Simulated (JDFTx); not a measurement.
Os(1 0 -1 0) slab cut from bulk Os (space group P6_3/mmc, indices of the conventional cell, lattice of the Materials Project entry mp-49, not re-optimised): 6 atoms in 6 planes, a 1x1 cell of 11.88 Å² (|a| = 2.746, |b| = 4.326 Å), 5.3 Å between the outermost planes, cell height 21.5 Å, 8×6×1 k mesh, Fermi smearing 0.01 Ha, no spin polarisation.

All numbers are PBE, GBRV ultrasoft potentials, plane waves to 20/100 Ha results from JDFTx (a modified build), not measurements. Liquid: CANDLE, water, 2 M NaF. Between zero charge and 0.52 V from it the run gives σ = 7.5 μC/cm², a mean capacitance of 14.5 μF/cm². The liquid has ε = 78.4, a 1:1 salt at 2 M with linear (Debye) response, and T = 298 K.

A calculation by hand: the Debye length, the diffuse-layer capacitance, and the inner capacitance that is left when the two stand in series.

Each ion has density c = 2 × 6.022×10⁻⁴ = 1.204e-03 Å⁻³. λ² = ε kT / (8π (e²/4πε₀) c) with kT = 0.02568 eV and e²/4πε₀ = 14.40 eV Å gives λ = 2.15 Å; the log prints 2.15 Å. C_diffuse = ε₀ε/λ = 323 μF/cm². Then 1/C_inner = 1/14.5 − 1/323, so C_inner = 15.2 μF/cm², which equals a vacuum gap of ε₀/C_inner = 0.58 Å. The diffuse layer takes 4 % of the potential drop; the rest lies between the electrode's charge and the onset of the dielectric, with the electrode's own (quantum) capacitance in it. The split is a model: in the calculation solvent and ions share one smooth cavity.
